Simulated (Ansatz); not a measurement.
Input for Ansatz (plane-wave DFT), Be2Co:

```yaml
crystal:
  lattice:
    - [0.0, 1.919492, 5.332543]
    - [1.338494, 0.0, 5.332543]
    - [1.338494, 1.919492, 0.0]
  atoms:
    - { symbol: Be, position: [0.336058, 0.336058, 0.663942] }
    - { symbol: Be, position: [0.663942, 0.663942, 0.336058] }
    - { symbol: Co, position: [0.0, 0.0, 0.0], spin: 1.19 }
basis: {}
kpoints:
  mp_grid: { grid: [6, 6, 6] }
hamiltonian:
  xc: pbesol
scf:
  occupations: { method: gaussian, width: 0.1 }
  lower_state_search: "off"
output:
  forces: true
  stress: true
  eigenvalues: true
  populations: true
magnetization:
  spin_polarized: true
```

Command:

```bash
ansatz run input.yaml --threads 1 --pin off --max-ram 1331MiB --backend cpu --events-out ev --progress --plain --runs-dir out
```

Output, shortened (HF is the Harris–Foulkes energy, dr2 the density residual in eV):

```text
basis.fft_grid_basis auto: the FFT boxes are laid along the combinations [[1, -1, 0], [0, 1, 0], [0, 0, 1]] of the cell's own vectors, 2.340, 5.498 and 2.340 Å long. The dense box has 16×40×16 points. Along the cell's own vectors, as sized, it would have 40×40×16, 2.50 times as many …
Pseudopotential: Be, paw, valence charge 2, recommended cutoff 420 eV (normal)
Pseudopotential: Co, paw, valence charge 17, recommended cutoff 420 eV (normal)
Crystal: 3 atoms, lattice volume = 27.401 Å³
Basis set: ecut = 420 eV, 523 PW (Γ), FFT grids on a1−a2, a2, a3, exchange–correlation on 32×80×32 points (8 copies of the dense FFT grid, shifted against one another)
Bands: 16, of which v1, the nominal top of the filled ones, is band 11 counted from 1 (10 counted from 0)
Symmetry: 8 space group operations
Space group: Fmmm (ITA 69), of the structure as read, at distance tolerance 3.0e-5 Å
k-points: 46 of 216
PAW frozen core: Be, regenerated for the run's functional, and the local potential with it (the file was generated under x = pbe(κ = 0.804, μ = 0.2195), c = pbe(β = 0.0667))
PAW frozen core: Co, regenerated for the run's functional, and the local potential with it (the file was generated under x = pbe(κ = 0.804, μ = 0.2195), c = pbe(β = 0.0667))
Initial density: superposition of atomic densities
Starting moments: Σ|m| = 1.19 μB on 1 of 3 sites
SCF iter   1: HF=-5274.091879 eV  Δρ=4.77e-2 (↑2.23e-2 ↓4.77e-2) dr2=2.16e0  dr2_m=2.25e-1  M=0.689 μB ∫|m|=0.781 μB
SCF iter   2: HF=-5273.968726 eV  Δρ=2.62e-2 (↑2.62e-2 ↓2.16e-2) dr2=7.89e-1  dr2_m=5.25e-2  M=0.777 μB ∫|m|=0.859 μB
SCF iter   3: HF=-5273.775596 eV  Δρ=1.64e-2 (↑7.89e-3 ↓1.64e-2) dr2=2.51e-1  dr2_m=1.29e-2  M=0.820 μB ∫|m|=0.902 μB
SCF iter   4: HF=-5273.753086 eV  Δρ=1.10e-2 (↑7.47e-3 ↓1.10e-2) dr2=3.69e-3  dr2_m=2.05e-2  M=0.948 μB ∫|m|=1.022 μB
   ...
SCF iter  14: HF=-5273.765444 eV  Δρ=3.21e-5 (↑3.21e-5 ↓1.75e-5) dr2=4.47e-7  dr2_m=1.14e-7  M=1.041 μB ∫|m|=1.164 μB
SCF iter  15: F=-5273.765444 eV  HF=-5273.765444 eV  Δρ=7.45e-6 (↑5.94e-6 ↓7.45e-6) dr2=5.25e-9  dr2_m=9.66e-9  M=1.041 μB ∫|m|=1.164 μB
SCF iter  16: F=-5273.765444 eV  HF=-5273.765444 eV  Δρ=5.37e-6 (↑2.90e-6 ↓5.37e-6) dr2=1.89e-8  dr2_m=7.64e-10  M=1.041 μB ∫|m|=1.164 μB
SCF 1 converged in 16 iterations: F = -5273.765444 eV  dr2 = 1.89e-8
SCF converged after 16 iterations
Magnetization: 1.0409 μB (11.0204 up, 9.9796 down)
Absolute magnetization: 1.1644 μB (∫|ρ↑−ρ↓|, with the PAW one-centre terms)
Per-site moments (μB) at R_I (Å): [(-0.0070, 0.9083), (-0.0070, 0.9083), (1.0556, 0.9083)]
Free energy (F): -5273.765444 eV
E sigma→0 (E₀):  -5273.760420 eV
Entropy (-TS):   -0.010048 eV (-3.349 meV/atom)
Fermi energy:    11.832852 eV
--- Forces (eV/Å), atoms counted from 1 ---
  atom   1  Be    -0.00000000    -0.00000000     0.03396461
  atom   2  Be     0.00000000     0.00000000    -0.03396461
  atom   3  Co     0.00000000     0.00000000    -0.00000000
--- Stress (GPa, compression-positive) ---
       -4.814203      -0.000000      -0.000000
       -0.000000      -7.596526      -0.000000
       -0.000000      -0.000000      -2.338021
  P = ⅓ Tr σ = -4.9163 GPa (-49.163 kbar)
```

These settings were drawn at random to show what each does; none of the numbers is a converged property of the crystal.